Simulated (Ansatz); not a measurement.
Geometry optimisation in Ansatz: input, command and trajectory.

```yaml
crystal:
  lattice:
    - [6.1882403601, -5.3591733668, 0.0]
    - [-6.1882403702, -5.3591733552, 0.0]
    - [0.0, 0.0, -10.1293391958]
  atoms:
    - { symbol: Si, position: [0.6660910613, 0.6694613362, 0.0605428337] }
    - { symbol: Si, position: [0.2910797506, 0.5420856284, 0.0620261105] }
    - { symbol: Si, position: [0.9167195178, 0.4160594143, 0.0620497452] }
    - { symbol: Si, position: [0.5418124403, 0.2913610145, 0.0620327547] }
    - { symbol: Si, position: [0.1667112643, 0.1669876842, 0.0620751626] }
    - { symbol: Si, position: [0.7921373911, 0.0419454928, 0.0619719806] }
    - { symbol: Si, position: [0.4157805631, 0.9169967402, 0.062050077] }
    - { symbol: Si, position: [0.0416666982, 0.7924086686, 0.0619718022] }
    - { symbol: Si, position: [0.4580382952, 0.7085959948, 0.5624769058] }
    - { symbol: Si, position: [0.0831973374, 0.5840095676, 0.5618259023] }
    - { symbol: Si, position: [0.7083194991, 0.4583073955, 0.5624798021] }
    - { symbol: Si, position: [0.3335566507, 0.3338267257, 0.5620117111] }
    - { symbol: Si, position: [0.958844606, 0.2086980135, 0.5624414684] }
    - { symbol: Si, position: [0.5837303267, 0.0834753723, 0.5618195299] }
    - { symbol: Si, position: [0.2084256487, 0.9591219959, 0.5624412834] }
    - { symbol: Si, position: [0.8336032073, 0.83388515, 0.5626513193] }
    - { symbol: Si, position: [0.2482042434, 0.749940707, 0.313152766] }
    - { symbol: Si, position: [0.8762604849, 0.6231091582, 0.3122835437] }
    - { symbol: Si, position: [0.4940727826, 0.5020583084, 0.3136873301] }
    - { symbol: Si, position: [0.1253911981, 0.3751201007, 0.3128474394] }
    - { symbol: Si, position: [0.7496604793, 0.2484678027, 0.3131554937] }
    - { symbol: Si, position: [0.3748589824, 0.125674296, 0.3128434574] }
    - { symbol: Si, position: [0.0001448333, 1.0004154621, 0.3130068326] }
    - { symbol: Si, position: [0.6256096071, 0.8757649382, 0.3138826543] }
    - { symbol: Si, position: [0.8742695634, 0.6254098156, 0.8124834253] }
    - { symbol: Si, position: [0.5004750268, 0.5007446543, 0.8124644954] }
    - { symbol: Si, position: [0.1251322428, 0.3754168148, 0.8120202917] }
    - { symbol: Si, position: [0.7500986843, 0.2497942144, 0.8119755198] }
    - { symbol: Si, position: [0.3751395934, 0.1254009692, 0.8120211449] }
    - { symbol: Si, position: [0.0003055697, 0.0005713394, 0.8121636638] }
    - { symbol: Si, position: [0.6251393295, 0.8745397959, 0.8124770327] }
    - { symbol: Si, position: [0.2495237486, 0.7503675223, 0.8119778691] }
    - { symbol: "N", position: [0.666383735, 0.664652527, 0.2524742985] }
    - { symbol: C, position: [0.2933078048, 0.5430371074, 0.2501618858] }
    - { symbol: C, position: [0.9153869015, 0.416175646, 0.2499444388] }
    - { symbol: C, position: [0.5427684828, 0.2935879167, 0.2501666193] }
    - { symbol: C, position: [0.1665169906, 0.1667907106, 0.2502099563] }
    - { symbol: C, position: [0.7910890066, 0.0390212923, 0.2501042244] }
    - { symbol: C, position: [0.41590436, 0.9156680703, 0.2499404349] }
    - { symbol: C, position: [0.0387543996, 0.7913685248, 0.2501039028] }
    - { symbol: C, position: [0.4581436458, 0.7085561257, 0.750494854] }
    - { symbol: C, position: [0.0824777074, 0.5836455103, 0.7504034968] }
    - { symbol: C, position: [0.7082783897, 0.4584201804, 0.7504933994] }
    - { symbol: C, position: [0.3339569092, 0.3342383687, 0.7503379851] }
    - { symbol: C, position: [0.9585307422, 0.2086751065, 0.7503588453] }
    - { symbol: C, position: [0.5833680999, 0.0827609177, 0.7504003905] }
    - { symbol: C, position: [0.2084014909, 0.9588014954, 0.7503578878] }
    - { symbol: C, position: [0.833271765, 0.8335456563, 0.7505342983] }
    - { symbol: C, position: [0.2500643765, 0.7508704167, 0.5000354127] }
    - { symbol: C, position: [0.8737381357, 0.6258418319, 0.4987178096] }
    - { symbol: C, position: [0.5014438882, 0.501712243, 0.4985611116] }
    - { symbol: C, position: [0.1254097713, 0.3759661749, 0.4998096992] }
    - { symbol: C, position: [0.7505903922, 0.2503426362, 0.5000324938] }
    - { symbol: C, position: [0.3756880731, 0.1256880648, 0.499806909] }
    - { symbol: C, position: [0.000223096, 1.0005009975, 0.4998811541] }
    - { symbol: C, position: [0.6255594807, 0.8740190011, 0.4987156458] }
    - { symbol: C, position: [0.8739560588, 0.625056318, 1.0015844191] }
    - { symbol: C, position: [0.4999360797, 0.5002153968, 1.0014642385] }
    - { symbol: C, position: [0.1248765649, 0.375211196, 0.9997750416] }
    - { symbol: C, position: [0.7497595389, 0.2497464219, 0.9997110282] }
    - { symbol: C, position: [0.3749350327, 0.125161153, 0.9997721974] }
    - { symbol: C, position: [-0.0001996922, 8.01377e-05, 0.9997214708] }
    - { symbol: C, position: [0.6247767559, 0.874236298, 1.0015832046] }
    - { symbol: C, position: [0.2494661468, 0.7500443037, 0.9997128649] }
  host:
    lattice:
      - [3.0941201826, -2.9e-09, 0.0]
      - [-1.5470600888, 2.6795866819, 0.0]
      - [0.0, 0.0, 10.1293391958]
    atoms:
      - { symbol: Si, position: [0.6666666667, 0.3333333333, 0.9378441882] }
      - { symbol: Si, position: [0.3333333333, 0.6666666667, 0.4378441882] }
      - { symbol: Si, position: [0.0, 0.0, 0.6878995562] }
      - { symbol: Si, position: [0.0, 0.0, 0.1878995562] }
      - { symbol: C, position: [0.6666666667, 0.3333333333, 0.7498074459] }
      - { symbol: C, position: [0.3333333333, 0.6666666667, 0.2498074459] }
      - { symbol: C, position: [0.0, 0.0, 0.5004478097] }
      - { symbol: C, position: [0.0, 0.0, 0.0004478097] }
total_charge: 1
basis:
  ecutwfc: 420
  xc_grid: 2
kpoints:
  mp_grid: { grid: [2, 2, 2], shift: [0.5, 0.5, 0.5] }
hamiltonian:
  xc: pbe
scf:
  occupations: { method: gaussian, width: 0.01 }
output:
  forces: true
  stress: false
  eigenvalues: true
  charged_corrections:
    defect_position: [0.66666667, 0.66666667, 0.25019255]
    epsilon: [[10.3445, 0.0, 0.0], [0.0, 10.3445, 0.0], [0.0, 0.0, 11.0257]]
  write_density: true
  write_potential: true
  elf: true
  volumetric_format: npy
relax:
  adjacent_minimum: "off"
  f_tol: 0.025
  max_steps: 45
```

```bash
ansatz run input.yaml --threads 8 --pin off --max-ram 20480MiB --backend cpu --events-out ev --progress --plain --runs-dir out
```

Level of theory: DFT PBE, scalar-relativistic, plane waves, PAW in Ansatz 0.2.0.

The cell holds a point defect: N on a C site (b), charge +1.

Of 4 frames 3 are shown, positions in Å and forces in eV/Å; the SCF threshold varies from step to step.

```xyz
64
Lattice="6.1882 -5.3592 0.0000 -6.1882 -5.3592 0.0000 0.0000 0.0000 -10.1293" Properties=species:S:1:pos:R:3:forces:R:3 pbc="T T T" step=1 free_energy_over_end_meV_per_atom=0.98
Si   -0.0209   -7.1575   -0.6133    0.5317    0.4358    0.1675
Si   -1.5533   -4.4651   -0.6283   -0.0297    0.0442    0.1378
Si    3.0982   -7.1426   -0.6285    0.0009    0.0877    0.1093
Si    1.5499   -4.4651   -0.6284    0.0284    0.0171   -0.0609
Si   -0.0017   -1.7884   -0.6288    0.0111    0.0474    0.0360
Si    4.6424   -4.4700   -0.6277   -0.0173   -0.0645    0.0401
Si   -3.1016   -7.1426   -0.6285   -0.0869    0.0708    0.0511
Si   -4.6458   -4.4700   -0.6277    0.0039   -0.0166    0.0608
Si   -1.5505   -6.2522   -5.6975   -0.0816   -0.0042   -0.1687
Si   -3.0991   -3.5757   -5.6909    0.0180   -0.0083   -0.1589
Si    1.5471   -6.2522   -5.6975    0.0849   -0.0326   -0.0608
Si   -0.0017   -3.5766   -5.6928    0.0056   -0.0042   -0.0926
Si    4.6421   -6.2571   -5.6972   -0.0073   -0.0130   -0.1063
Si    3.0957   -3.5757   -5.6909   -0.0615   -0.0325   -0.1384
Si   -4.6455   -6.2571   -5.6972   -0.0060   -0.0326   -0.1051
Si   -0.0017   -8.9364   -5.6993    0.0345   -0.1172   -0.0769
Si   -3.1049   -5.3492   -3.1720   -0.0820   -0.0837   -0.0173
Si    1.5666   -8.0354   -3.1632    0.1420   -0.1758   -0.2669
Si   -0.0494   -5.3384   -3.1774    1.2818    0.1746    0.0258
Si   -1.5454   -2.6823   -3.1689    0.0489    0.0595   -0.0482
Si    3.1015   -5.3491   -3.1721   -0.1580    0.0134   -0.0171
Si    1.5420   -2.6824   -3.1689    0.0003   -0.1223    0.0102
Si   -6.1899   -5.3622   -3.1706    0.0066   -0.0389   -0.0324
Si   -1.5480   -8.0461   -3.1794   -0.5136    0.0166    0.1323
Si    1.5400   -8.0370   -8.2299    0.0405    0.0122    0.0711
Si   -0.0017   -5.3657   -8.2297   -0.0053    0.0306    0.0564
Si   -1.5488   -2.6825   -8.2252   -0.0212    0.0364    0.0386
Si    3.0960   -5.3586   -8.2248    0.0292   -0.0176    0.0200
Si    1.5454   -2.6825   -8.2252    0.0111    0.0485    0.0247
Si   -0.0016   -0.0047   -8.2267    0.0008    0.0000    0.0386
Si   -1.5433   -8.0370   -8.2299   -0.0374    0.0169    0.1333
Si   -3.0993   -5.3586   -8.2248   -0.0282   -0.0045    0.0287
N     0.0107   -7.1333   -2.5574   -0.3452   -0.1692    0.3304
C    -1.5454   -4.4821   -2.5340   -0.4272    0.1031    0.1010
C     3.0892   -7.1361   -2.5318   -0.0529   -0.0500   -0.0229
C     1.5420   -4.4822   -2.5340   -0.3338   -0.1532   -0.1288
C    -0.0017   -1.7863   -2.5345   -0.0192    0.0166   -0.0144
C     4.6540   -4.4487   -2.5334    0.0468    0.0487   -0.0126
C    -3.0927   -7.1361   -2.5317    0.3670   -0.0775   -0.1218
C    -4.6574   -4.4488   -2.5334    0.0214    0.1182    0.0033
C    -1.5496   -6.2525   -7.6020    0.0248   -0.0279   -0.0025
C    -3.1013   -3.5699   -7.6011   -0.0368   -0.0122    0.0071
C     1.5462   -6.2525   -7.6020   -0.0443    0.0018    0.0112
C    -0.0017   -3.5810   -7.6004    0.0025   -0.0331   -0.0105
C     4.6403   -6.2553   -7.6006    0.0078   -0.0135    0.0045
C     3.0979   -3.5699   -7.6011    0.0562   -0.0029   -0.0028
C    -4.6437   -6.2552   -7.6006    0.0001   -0.0022    0.0062
C    -0.0017   -8.9328   -7.6024   -0.0074    0.0219   -0.0153
C    -3.0991   -5.3642   -5.0650    0.0256    0.0693    0.0911
C     1.5340   -8.0365   -5.0517   -0.0152    0.1078    0.1776
C    -0.0017   -5.3761   -5.0501   -0.1377    0.0102    0.0004
C    -1.5505   -2.6870   -5.0627    0.0056    0.0223    0.0820
C     3.0957   -5.3642   -5.0650    0.0117    0.0641    0.0663
C     1.5471   -2.6870   -5.0627   -0.0042    0.0481    0.0451
C    -6.1900   -5.3631   -5.0635   -0.0045    0.0473    0.0416
C    -1.5375   -8.0365   -5.0517    0.0725    0.0922    0.0105
C     1.5403   -8.0335  -10.1454   -0.1439    0.0027   -0.1509
C    -0.0017   -5.3600  -10.1442   -0.0695   -0.2808   -0.1404
C    -1.5491   -2.6801  -10.1271   -0.0126   -0.0578   -0.0452
C     3.0942   -5.3565  -10.1264    0.0181   -0.0165   -0.0143
C     1.5457   -2.6801  -10.1270    0.0082   -0.0443    0.0147
C    -0.0017    0.0006  -10.1265   -0.0061   -0.0258   -0.0260
C    -1.5437   -8.0335  -10.1454   -0.1695   -0.1212   -0.0774
C    -3.0977   -5.3566  -10.1264    0.0175   -0.0294   -0.0397
64
Lattice="6.1882 -5.3592 0.0000 -6.1882 -5.3592 0.0000 0.0000 0.0000 -10.1293" Properties=species:S:1:pos:R:3:forces:R:3 pbc="T T T" step=3 free_energy_over_end_meV_per_atom=0.00
Si   -0.0021   -7.1447   -0.6033    0.0023   -0.0011   -0.0370
Si   -1.5554   -4.4654   -0.6271   -0.0077   -0.0025    0.0029
Si    3.0983   -7.1417   -0.6261   -0.0047   -0.0048    0.0023
Si    1.5515   -4.4656   -0.6273   -0.0033   -0.0016   -0.0010
Si   -0.0023   -1.7882   -0.6278   -0.0013   -0.0018    0.0011
Si    4.6425   -4.4709   -0.6268   -0.0010    0.0011   -0.0021
Si   -3.1026   -7.1415   -0.6258    0.0016   -0.0036    0.0004
Si   -4.6469   -4.4711   -0.6269   -0.0032    0.0068    0.0024
Si   -1.5541   -6.2489   -5.7009   -0.0011   -0.0050    0.0025
Si   -3.0985   -3.5724   -5.6971   -0.0022    0.0034    0.0066
Si    1.5500   -6.2491   -5.7009   -0.0064   -0.0040    0.0036
Si   -0.0019   -3.5751   -5.6964   -0.0064   -0.0027    0.0031
Si    4.6413   -6.2548   -5.7011    0.0003    0.0009    0.0059
Si    3.0941   -3.5721   -5.6972    0.0067    0.0023    0.0061
Si   -4.6460   -6.2547   -5.7011    0.0032    0.0027    0.0080
Si   -0.0025   -8.9368   -5.7006    0.0042    0.0035    0.0033
Si   -3.1031   -5.3544   -3.1729   -0.0036   -0.0065   -0.0051
Si    1.5659   -8.0479   -3.1715    0.0050   -0.0037   -0.0041
Si   -0.0021   -5.3374   -3.1718   -0.0091   -0.0009    0.0020
Si   -1.5453   -2.6851   -3.1699   -0.0095    0.0050    0.0001
Si    3.0986   -5.3549   -3.1734    0.0008    0.0044    0.0017
Si    1.5413   -2.6850   -3.1698    0.0038    0.0012    0.0011
Si   -6.1906   -5.3636   -3.1722   -0.0022    0.0019   -0.0022
Si   -1.5707   -8.0478   -3.1714    0.0036   -0.0016   -0.0042
Si    1.5408   -8.0355   -8.2277   -0.0021   -0.0044   -0.0111
Si   -0.0020   -5.3635   -8.2280   -0.0058   -0.0021   -0.0060
Si   -1.5503   -2.6809   -8.2250   -0.0006   -0.0028   -0.0063
Si    3.0968   -5.3590   -8.2248   -0.0014    0.0016   -0.0045
Si    1.5457   -2.6808   -8.2253    0.0025   -0.0028   -0.0036
Si   -0.0024   -0.0028   -8.2260    0.0033    0.0036   -0.0025
Si   -1.5451   -8.0355   -8.2282   -0.0012   -0.0022    0.0028
Si   -3.1014   -5.3588   -8.2248    0.0041    0.0001   -0.0026
N    -0.0019   -7.1449   -2.5366   -0.0057    0.0000    0.0287
C    -1.5473   -4.4850   -2.5337    0.0103   -0.0033   -0.0050
C     3.0828   -7.1414   -2.5336    0.0041   -0.0022    0.0008
C     1.5423   -4.4854   -2.5342    0.0080    0.0060    0.0032
C    -0.0021   -1.7870   -2.5348   -0.0008   -0.0055   -0.0029
C     4.6509   -4.4516   -2.5338   -0.0004   -0.0084    0.0008
C    -3.0871   -7.1414   -2.5332   -0.0063    0.0043   -0.0005
C    -4.6558   -4.4521   -2.5338    0.0050    0.0024   -0.0009
C    -1.5498   -6.2512   -7.6029    0.0018    0.0005   -0.0010
C    -3.1034   -3.5697   -7.6028    0.0019   -0.0016    0.0059
C     1.5452   -6.2514   -7.6028    0.0034    0.0028    0.0012
C    -0.0021   -3.5806   -7.6028    0.0003    0.0047    0.0054
C     4.6403   -6.2549   -7.6017   -0.0018    0.0014    0.0000
C     3.0989   -3.5698   -7.6029    0.0020    0.0006    0.0021
C    -4.6447   -6.2548   -7.6017   -0.0024   -0.0009   -0.0012
C    -0.0021   -8.9306   -7.6027   -0.0035   -0.0009   -0.0006
C    -3.1002   -5.3583   -5.0644   -0.0016    0.0009   -0.0017
C     1.5331   -8.0307   -5.0498   -0.0028    0.0032    0.0009
C    -0.0022   -5.3739   -5.0501    0.0034    0.0016    0.0031
C    -1.5504   -2.6830   -5.0630    0.0021   -0.0025   -0.0022
C     3.0958   -5.3582   -5.0647    0.0010    0.0013   -0.0011
C     1.5461   -2.6830   -5.0628    0.0004    0.0008   -0.0022
C    -6.1907   -5.3601   -5.0642    0.0024   -0.0036   -0.0021
C    -1.5373   -8.0302   -5.0495   -0.0045   -0.0015   -0.0052
C     1.5399   -8.0347  -10.1464   -0.0017    0.0047    0.0017
C    -0.0021   -5.3650  -10.1462    0.0019   -0.0034    0.0020
C    -1.5496   -2.6827  -10.1270   -0.0015    0.0038   -0.0014
C     3.0947   -5.3580  -10.1266    0.0067    0.0041    0.0045
C     1.5450   -2.6828  -10.1274    0.0084    0.0040    0.0039
C    -0.0022   -0.0017  -10.1265   -0.0006    0.0015    0.0024
C    -1.5441   -8.0346  -10.1464   -0.0009    0.0032   -0.0014
C    -3.0993   -5.3576  -10.1263    0.0018   -0.0026   -0.0003
64
Lattice="6.1882 -5.3592 0.0000 -6.1882 -5.3592 0.0000 0.0000 0.0000 -10.1293" Properties=species:S:1:pos:R:3:forces:R:3 pbc="T T T" step=4 free_energy_over_end_meV_per_atom=0.00
Si   -0.0022   -7.1447   -0.6057    0.0006    0.0008    0.0005
Si   -1.5559   -4.4655   -0.6271    0.0004    0.0005    0.0017
Si    3.0981   -7.1416   -0.6259    0.0000   -0.0004    0.0019
Si    1.5515   -4.4655   -0.6272   -0.0005    0.0004    0.0017
Si   -0.0022   -1.7882   -0.6278   -0.0004   -0.0001    0.0015
Si    4.6425   -4.4707   -0.6269    0.0002   -0.0001    0.0015
Si   -3.1025   -7.1416   -0.6258    0.0002   -0.0001    0.0014
Si   -4.6470   -4.4708   -0.6269    0.0002    0.0007    0.0020
Si   -1.5541   -6.2490   -5.7008    0.0010   -0.0003   -0.0004
Si   -3.0987   -3.5722   -5.6968   -0.0007    0.0009   -0.0002
Si    1.5497   -6.2490   -5.7008   -0.0012   -0.0005    0.0000
Si   -0.0022   -3.5753   -5.6961   -0.0001   -0.0013   -0.0010
Si    4.6413   -6.2548   -5.7009    0.0004    0.0000   -0.0008
Si    3.0942   -3.5721   -5.6968    0.0009    0.0003   -0.0007
Si   -4.6457   -6.2548   -5.7009   -0.0002    0.0001   -0.0010
Si   -0.0022   -8.9368   -5.7005    0.0001    0.0009   -0.0007
Si   -3.1030   -5.3548   -3.1733    0.0012   -0.0004   -0.0009
Si    1.5664   -8.0482   -3.1714   -0.0006    0.0004   -0.0022
Si   -0.0022   -5.3371   -3.1712    0.0015   -0.0004   -0.0031
Si   -1.5458   -2.6850   -3.1697    0.0005    0.0007   -0.0026
Si    3.0986   -5.3548   -3.1733   -0.0010   -0.0008   -0.0014
Si    1.5414   -2.6850   -3.1697   -0.0005   -0.0004   -0.0016
Si   -6.1904   -5.3638   -3.1724   -0.0005   -0.0006   -0.0011
Si   -1.5709   -8.0482   -3.1715    0.0010    0.0005   -0.0011
Si    1.5406   -8.0355   -8.2285    0.0007   -0.0001    0.0016
Si   -0.0022   -5.3636   -8.2287    0.0005    0.0002    0.0027
Si   -1.5504   -2.6809   -8.2251    0.0006    0.0005    0.0006
Si    3.0968   -5.3589   -8.2248    0.0005    0.0001    0.0009
Si    1.5459   -2.6809   -8.2251   -0.0001    0.0005    0.0004
Si   -0.0022   -0.0027   -8.2260   -0.0005   -0.0005    0.0007
Si   -1.5450   -8.0356   -8.2285   -0.0007    0.0000    0.0007
Si   -3.1012   -5.3589   -8.2248   -0.0004   -0.0003    0.0001
N    -0.0022   -7.1450   -2.5351   -0.0007   -0.0014   -0.0031
C    -1.5471   -4.4851   -2.5339   -0.0021   -0.0004    0.0003
C     3.0828   -7.1414   -2.5333    0.0002   -0.0002   -0.0010
C     1.5428   -4.4851   -2.5338   -0.0003   -0.0009   -0.0011
C    -0.0022   -1.7874   -2.5349   -0.0001    0.0010    0.0001
C     4.6510   -4.4523   -2.5339    0.0009    0.0017    0.0000
C    -3.0874   -7.1414   -2.5333    0.0014    0.0007   -0.0005
C    -4.6554   -4.4522   -2.5338   -0.0008    0.0004   -0.0006
C    -1.5496   -6.2513   -7.6029    0.0000    0.0002    0.0002
C    -3.1035   -3.5698   -7.6026   -0.0008    0.0008   -0.0002
C     1.5452   -6.2513   -7.6029   -0.0004   -0.0003   -0.0005
C    -0.0022   -3.5805   -7.6026   -0.0004   -0.0011    0.0001
C     4.6403   -6.2548   -7.6017   -0.0002   -0.0002   -0.0002
C     3.0991   -3.5697   -7.6026    0.0007    0.0002   -0.0003
C    -4.6447   -6.2548   -7.6017    0.0000    0.0000    0.0002
C    -0.0022   -8.9306   -7.6029    0.0003    0.0002    0.0003
C    -3.1002   -5.3582   -5.0646   -0.0002    0.0001    0.0020
C     1.5328   -8.0304   -5.0495   -0.0003    0.0003    0.0006
C    -0.0022   -5.3740   -5.0495    0.0001   -0.0003    0.0002
C    -1.5505   -2.6831   -5.0628    0.0000    0.0003    0.0009
C     3.0957   -5.3582   -5.0646    0.0002   -0.0001    0.0022
C     1.5460   -2.6830   -5.0629    0.0002    0.0001    0.0013
C    -6.1905   -5.3602   -5.0644    0.0000   -0.0011    0.0020
C    -1.5373   -8.0304   -5.0496    0.0000    0.0002    0.0017
C     1.5395   -8.0343  -10.1469   -0.0004    0.0000    0.0010
C    -0.0022   -5.3652  -10.1467   -0.0005   -0.0003    0.0011
C    -1.5498   -2.6826  -10.1271    0.0002   -0.0001   -0.0009
C     3.0949   -5.3577  -10.1263    0.0004    0.0003   -0.0016
C     1.5453   -2.6826  -10.1270    0.0002   -0.0001   -0.0013
C    -0.0022   -0.0015  -10.1264   -0.0003   -0.0007   -0.0016
C    -1.5440   -8.0343  -10.1469   -0.0004   -0.0003    0.0002
C    -3.0994   -5.3577  -10.1262    0.0002   -0.0001   -0.0025
```

It took 59 s on 8 threads of Arm Neoverse V2, with other jobs on the host, peak memory 2.6 GiB.